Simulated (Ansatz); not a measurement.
RuC:
```yaml
crystal:
  lattice:
    - [2.65920, 0.00000, 0.00000]
    - [0.00000, 2.65920, 0.00000]
    - [0.00000, 0.00000, 2.65920]
  atoms:
    - { symbol: Ru, position: [0.00000, 0.00000, 0.00000] }
    - { symbol: C, position: [0.50000, 0.50000, 0.50000] }
```

Relaxed with PBE. Special points in fractions of this cell's reciprocal vectors: Γ (0.000, 0.000, 0.000); X (0.000, 0.500, 0.000); M (0.500, 0.500, 0.000); R (0.500, 0.500, 0.500).

Task: List the band energies nearest the Fermi level at these points for plane-wave PAW PBE with spin–orbit coupling (Ansatz code).

Result: In eV from the Fermi level; about four levels below and three above (degenerate sets whole), none deeper than 8.9 eV; points with the same levels are listed once.

```csv
k,below,above
Γ,-0.12 -0.12 -0.12 -0.12,0.07 0.07 0.13 0.13
X,-4.14 -4.14 -4.05 -4.05,0.26 0.26 1.76 1.76
M,-1.95 -1.95 -1.83 -1.83,1.46 1.46 1.48 1.48
R,-8.34 -8.34 -7.87 -7.87,1.85 1.85 1.85 1.85
```

Space group Pm-3m (CsCl type). A made-up cell: these elements were put on the sites of a structure type; neither database checked (COD, Materials Project) lists it. Its standing as an ambient phase is unchecked. Symmetry was held in the PBE relaxation; whether a distortion lowers the energy is not shown. The run is not spin-polarised.

Potentials: the later of the program's two PAW sets.
